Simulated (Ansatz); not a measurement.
## Al₂GaAs₃: rattling a relaxed structure

It was reached by relaxing an invented guess, and it needn't be the stable form of this composition.

Computed with Ansatz, DFT PBE, scalar-relativistic, plane waves, PAW. Cutoff 420 eV; k points 12×12×4 on the computed 6-atom cell (Γ-centred); Gaussian smearing, width 0.02 eV; no spin polarisation.

The cell below (6 atoms, space group P3m1 (No. 156)) is relaxed within its symmetry.

```xyz
6
Lattice="4.0540 0.0000 0.0000 -2.0270 3.5108 0.0000 0.0000 0.0000 9.9348" Properties=species:S:1:pos:R:3 pbc="T T T"
Al    0.0000    0.0000    0.0036
Al    2.0270    1.1703    3.3121
Ga    0.0000    2.3406    6.6191
As    0.0000    0.0000    7.4593
As    0.0000    2.3406    4.1311
As    2.0270    1.1703    0.8282
```

For the test a repeat of it with 12 atoms (edges 4.05, 7.02, 9.93 Å) was strained at random (σ = 1.5 % a component), the atoms were moved at random (σ = 0.05 Å), and all was relaxed again on a coarse 4×2×2 mesh (in the run’s order of axes) with 0.10 eV smearing, with no symmetry imposed.

**Question.** Does it come back?

**Answer.** It returns, within 1 meV/atom of the unmoved cell on that mesh and with the same symmetry when read at 0.1 Å (Cm at 0.01 Å, so small strains and shifts remain). No instability shows in this cell; modes of other wave vectors, which need another repeat, aren't tested.
